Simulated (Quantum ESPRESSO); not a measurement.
# Strain and stress in Ca2MgZnO4

The results below are calculated, not measured. They come from pw.x of Quantum ESPRESSO 7.5, a plane-wave density functional program, with PseudoDojo standard norm-conserving files (v0.5 for PBE, v0.4.1 for LDA and PBEsol). The cells are made up: elements, strain and atom displacements were drawn at random, and nothing was relaxed. There is no spin polarisation, spin-orbit coupling or dispersion term.

The cell has 8 sites of a rocksalt lattice. Sites 1 to 4 hold Ca Mg Ca Zn; sites 5 to 8 hold O O O O. Cell vectors in Å: (4.547, 0.000, 0.000); (0.000, 4.547, 0.000); (0.000, 0.000, 4.547). Settings: PBE, cutoff 1143 eV, 4 x 4 x 4 k mesh shifted by half a step, Fermi-Dirac smearing of 0.025 eV.

Each run adds the same linear strain along x, y and z to one cell, with the atoms carried along; the vectors above are those of run 4. Stress is positive in tension and P is minus a third of its trace. E is the free energy for each atom above the lowest run shown.

| run | strain (%) | s_xx (GPa) | s_yy (GPa) | s_zz (GPa) | s_xy (GPa) | P (GPa) | E (meV/atom) |
| --- | --- | --- | --- | --- | --- | --- | --- |
| 1 | -2.29 | -25.95 | -18.61 | -12.35 | -1.02 | 18.97 | 79.39 |
| 3 | -1.10 | -18.75 | -12.18 | -6.61 | -0.92 | 12.52 | 39.09 |
| 4 | -0.45 | -15.27 | -9.08 | -3.85 | -0.87 | 9.40 | 23.52 |
| 5 | 1.04 | -8.23 | -2.86 | 1.65 | -0.77 | 3.15 | 2.78 |
| 6 | 1.60 | -5.91 | -0.82 | 3.44 | -0.73 | 1.10 | 0.00 |
| 7 | 2.26 | -3.40 | 1.38 | 5.37 | -0.69 | -1.12 | 0.03 |
| 2 | -1.42 | ? | ? | ? | ? | ? | ? |

A rerun of one of these cells at 1437 eV and k mesh 6 x 6 x 6 moved values by no more than 0.002 eV in the cell's energy, 0.05 GPa in stress and 0.006 eV/Å in force.

## Worked fit

A parabola through the six runs shown gives P = 7.37 - 4.40 e + 0.288 e² GPa, with e in per cent and a scatter of 0.04 GPa. A linear strain of 1 % changes the volume by about 3 %, so the bulk modulus of this cell with clamped atoms is about 147 ± 2 GPa at e = 0. The error is the larger of the fit's own and the change that a cubic makes, rounded up.

## Withheld run

Question: what P should run 2 give?

The fit gives 14.20 GPa. The calculation gave 14.16 GPa.

| run | strain (%) | s_xx (GPa) | s_yy (GPa) | s_zz (GPa) | s_xy (GPa) | P (GPa) | E (meV/atom) |
| --- | --- | --- | --- | --- | --- | --- | --- |
| 2 | -1.42 | -20.60 | -13.82 | -8.07 | -0.95 | 14.16 | 48.47 |